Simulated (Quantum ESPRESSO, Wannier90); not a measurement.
Wannier functions of Hg2SeS (P-4m2)

```
begin unit_cell_cart
ang
    4.2901400000    0.0000000000    0.0000000000
    0.0000000000    4.2901400000    0.0000000000
    0.0000000000    0.0000000000    6.0591000000
end unit_cell_cart
begin atoms_frac
Hg   0.5000000000  0.0000000000 -0.2378200000
Hg   0.0000000000  0.5000000000  0.2378200000
Se   0.0000000000  0.0000000000  0.5000000000
S    0.5000000000  0.5000000000  0.0000000000
end atoms_frac
```

Cell from Materials Project (mp-1223907), symmetrised, no further relaxation. Not found in the COD (Crystallography Open Database) copy used; not checked further. Level: PBEsol, spinors with spin-orbit coupling; pw.x of Quantum ESPRESSO at 69 Ry with PseudoDojo potentials, 4×4×4 k-points, Wannier90. Density: 8×8×6 mesh, cold smearing 0.01 Ry. With spin-orbit coupling a semilocal functional can close or falsely invert a small gap; the band order was not checked against a better method.

A tight-binding model is made by disentanglement and projection with no localisation steps (num_iter = 0), so the 52 orbitals stay atom-like: hydrogen-like Hg: s;p;d; Se: s;p; S: s;p, axes along x, y, z; frozen window up to 1.50 eV relative to the Fermi level. It follows pw.x to 2.2 meV rms for states up to 1.0 eV relative to the Fermi level. Matrix elements depend on this choice of orbitals and windows.

Problem. What are the on-site energies relative to the Fermi level, and how fast do the hoppings decay?

Solution. 
| atom | orbitals | energy (eV) |
|---|---|---|
| Hg1 | s↑ s↓ | -1.12 |
| Hg1 | pz↑ pz↓ | 5.57 |
| Hg1 | px↑ px↓ | 5.53 |
| Hg1 | py↑ py↓ | 5.65 |
| Hg1 | dz2↑ dz2↓ dxy↑ dxy↓ | -6.11 |
| Hg1 | dxz↑ dxz↓ dx2-y2↑ dx2-y2↓ | -6.21 |
| Hg1 | dyz↑ dyz↓ | -6.19 |
| Hg2 | s↑ s↓ | -1.12 |
| Hg2 | pz↑ pz↓ | 5.57 |
| Hg2 | px↑ px↓ | 5.65 |
| Hg2 | py↑ py↓ | 5.53 |
| Hg2 | dz2↑ dz2↓ dxy↑ dxy↓ | -6.11 |
| Hg2 | dxz↑ dxz↓ dx2-y2↑ dx2-y2↓ | -6.19 |
| Hg2 | dyz↑ dyz↓ | -6.21 |
| Se3 | s↑ s↓ | -10.97 |
| Se3 | pz↑ pz↓ | -0.10 |
| Se3 | px↑ px↓ py↑ py↓ | -0.15 |
| S4 | s↑ s↓ | -10.78 |
| S4 | pz↑ pz↓ | -0.74 |
| S4 | px↑ px↓ py↑ py↓ | -0.73 |

| distance of the centres (Å) | largest modulus (eV) |
|---|---|
| 2–3 | 1.7 |
| 4–5 | 0.42 |
| 5–6 | 0.060 |
| 6–7 | 0.042 |
| 7–8 | 0.026 |

Effective spin-orbit constants λ of λ L·S, from the same-site elements px↑–py↑ (λ/2) and dx2-y2↑–dxy↑ (λ), where they are among the larger elements: Hg1 d 0.74 eV, Hg2 d 0.74 eV, Hg1 p 0.80 eV, Hg2 p 0.80 eV.
